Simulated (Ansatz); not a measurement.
Simulated powder pattern, Fe Kα, λ = 1.93735 Å (kinematic, ideal powder, no thermal factors, no anomalous dispersion; the 30 strongest lines at most, above 1 %, up to 2θ = 90°):

| 2θ (°) | d (Å) | I/Imax (%) |
|---|---|---|
| 41.21 | 2.752 | 39 |
| 47.96 | 2.384 | 100 |
| 70.16 | 1.685 | 57 |
| 84.74 | 1.437 | 17 |
| 89.48 | 1.376 | 19 |

The pattern belongs to a structure relaxed with PBEsol (plane waves, PAW; program Ansatz).

Problem. Which compound is it?
A) GaBi, rock salt
B) LiF, rock salt
C) CaO, rock salt
D) IrO2, rutile

Solution. C, CaO, rock salt

Problem. Give the lattice parameters.

Solution. a = 4.767 Å.

Space group Fm-3m (rock salt). The PBEsol relaxation kept the symmetry of its start.

Potentials: the later of the program's two PAW sets.
